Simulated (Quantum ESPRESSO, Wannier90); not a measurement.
Wannierisation of ZrN (NiAs type)

Cell from Materials Project (mp-1093992), symmetrised, no further relaxation. Not found in the COD (Crystallography Open Database) copy used, which has the formula in other groups; not checked further. Method: PBEsol plane waves in Quantum ESPRESSO 7.5 (PseudoDojo norm-conserving files, 68 Ry, spinors with spin-orbit coupling), Bloch states on a 6×6×4 mesh through Γ, Wannier90 4.0.1. Density: 12×12×6 mesh, cold smearing 0.01 Ry.

```
begin unit_cell_cart
ang
    3.1872497973    0.0000000000    0.0000000000
   -1.5936248986    2.7602392926    0.0000000000
    0.0000000000    0.0000000000    5.4901700000
end unit_cell_cart
mp_grid = 6 6 4
```

Q: Which shells of neighbouring k-points and which b-vectors and weights does Wannier90 pick for this cell and mesh?

A: 
```
 *---------------------------------- K-MESH ----------------------------------*
 +----------------------------------------------------------------------------+
 |                    Distance to Nearest-Neighbour Shells                    |
 |                    ------------------------------------                    |
 |          Shell             Distance (Ang^-1)          Multiplicity         |
 |          -----             -----------------          ------------         |
 |             1                   0.286111                      2            |
 |             2                   0.379387                      6            |
 |             3                   0.475177                     12            |
 |             4                   0.572221                      2            |
 |             5                   0.657117                      6            |
 |             6                   0.686565                     12            |
 |             7                   0.716702                     12            |
 |             8                   0.758773                      6            |
       ... (lines left out)
 +----------------------------------------------------------------------------+
 | The b-vectors are chosen automatically                                     |
 | The following shells are used:                       1,  2                 |
 +----------------------------------------------------------------------------+
 |                        Shell   # Nearest-Neighbours                        |
 |                        -----   --------------------                        |
 |                          1               2                                 |
 |                          2               6                                 |
 +----------------------------------------------------------------------------+
 | Completeness relation is fully satisfied [Eq. (B1), PRB 56, 12847 (1997)]  |
 +----------------------------------------------------------------------------+
 |                  b_k Vectors (Ang^-1) and Weights (Ang^2)                  |
 |                  ----------------------------------------                  |
 |            No.         b_k(x)      b_k(y)      b_k(z)        w_b           |
 |            ---        --------------------------------     --------        |
 |             1         0.000000    0.000000    0.286111     6.108039        |
 |             2         0.000000    0.000000   -0.286111     6.108039        |
 |             3         0.000000    0.379387    0.000000     2.315874        |
 |             4         0.328558    0.189693    0.000000     2.315874        |
 |             5         0.000000   -0.379387    0.000000     2.315874        |
 |             6         0.328558   -0.189693    0.000000     2.315874        |
 |             7        -0.328558   -0.189693    0.000000     2.315874        |
 |             8        -0.328558    0.189693    0.000000     2.315874        |
```
